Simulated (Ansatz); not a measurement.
MgO:
```
MgO
1.0
    5.59033     0.00000     0.00000
    0.00000     5.59033     0.00000
    0.00000     0.00000     5.59033
Mg O
6 6
Cartesian
  1.39758   0.00000   2.79516
  4.19275   0.00000   2.79516
  2.79516   4.19275   0.00000
  2.79516   1.39758   0.00000
  0.00000   2.79516   4.19275
  0.00000   2.79516   1.39758
  1.39758   2.79516   0.00000
  4.19275   2.79516   0.00000
  0.00000   4.19275   2.79516
  0.00000   1.39758   2.79516
  2.79516   0.00000   4.19275
  2.79516   0.00000   1.39758
```

Relaxed with PBEsol. Special points in fractions of this cell's reciprocal vectors: Γ (0.000, 0.000, 0.000); X (0.000, 0.500, 0.000); M (0.500, 0.500, 0.000); R (0.500, 0.500, 0.500).

Problem. List the band energies nearest the valence-band maximum at these points for PBEsol (plane waves, PAW; program Ansatz).

Solution. In eV from the valence-band maximum; about four levels below and three above (degenerate sets whole), none deeper than 8.9 eV; points with the same levels are listed once.

```
k                             below                                    above
-  --------------------------------  ---------------------------------------
Γ  -0.64 -0.64 -0.64 0.00 0.00 0.00                 2.84 5.93 7.95 7.95 7.95
X             -0.60 -0.60 0.00 0.00                      4.76 4.76 7.58 7.58
M            -0.60 -0.60 -0.47 0.00                           5.70 5.77 5.77
R           -0.83 -0.83 -0.83 -0.83  6.33 6.33 7.40 7.40 7.40 7.40 7.40 7.40
```

Space group Pm-3n. The first step of the workflow began from a Materials Project structure, measured or hypothetical; the Crystallography Open Database copy checked does not list it. It is not the phase usual at ambient conditions (space group No. 225). The PBEsol relaxation kept the symmetry of its start; phonons on a q-mesh show no instability.

Potentials: the later of the program's two PAW sets.
